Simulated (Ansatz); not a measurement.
## Electric field gradients in WSe$_{3}$

Method: DFT PBEsol, scalar-relativistic, plane waves, PAW in Ansatz. Settings: 420 eV plane-wave cutoff, Γ-centred 10×10×10 mesh, Fermi-Dirac smearing of 0.15 eV. No spin polarisation.

The cell, relaxed at this level:
```
W Se
1.0
     4.89144    0.00000    0.00000
     0.00000    4.89144    0.00000
     0.00000    0.00000    4.89144
W Se
1 3
Direct
  0.00000 0.00000 0.00000
  0.00000 0.00000 0.50000
  0.00000 0.50000 0.00000
  0.50000 0.00000 0.00000
```

The cell was built by swapping an element in a database structure (itself possibly hypothetical) and relaxing; it need not be the stable form of this composition. In a metal these results depend on the k mesh and the smearing. A semilocal functional can close a gap that the real compound has. Spin–orbit coupling is left out, which matters for gradients at heavy nuclei.

Task: Give V_zz (10²¹ V/m²) and the asymmetry η at each distinct site.

Result:
```csv
atom,V_zz,η
W (atom 1),0.000,zero by symmetry
Se (atom 2),3.19,0.00
```

Cost: 1 run of about 0.16 core-minutes, on AMD EPYC 7R43 (Zen 3) (shared hosts).